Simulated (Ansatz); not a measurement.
Sr3BiN (anti-perovskite, space group No. 221), r²SCAN (plane waves, PAW; program Ansatz), all energies at zero smearing, with the estimated change up to a 700 eV cutoff added, with one set of potentials and settings (totals compare only within such a set). Cell of 5 atoms (3 Sr, 1 Bi, 1 N): -23466.586 eV.

```
element                reference phase  E (eV/atom)
-------  -----------------------------  -----------
Sr       P6_3/mmc, 2 atoms in the cell   -3555.1144
Bi           R-3m, 2 atoms in the cell  -12411.0586
N            Pa-3, 8 atoms in the cell    -384.8315
```

Formation energy per atom, worked out: (-23466.586 − 3×(-3555.1144) − 1×(-12411.0586) − 1×(-384.8315))/5 = -1.070 eV/atom (-103 kJ per mol of atoms), at 0 K, without zero-point energy or fitted corrections.

Space group Pm-3m (anti-perovskite). The workflow started from a Materials Project entry (that database holds measured and hypothetical structures alike); the Crystallography Open Database copy checked does not list it. Whether it is the stable phase at ambient conditions was not checked. The cell was relaxed with r²SCAN under the symmetry of its start; whether a distortion lowers the energy is not shown. The references are the lowest solids computed at this level, not always the standard phases (solids in place of the gases). Scalar-relativistic: spin–orbit coupling is off unless named, which matters more the heavier the elements.

Potentials: the later of the program's two PAW sets.
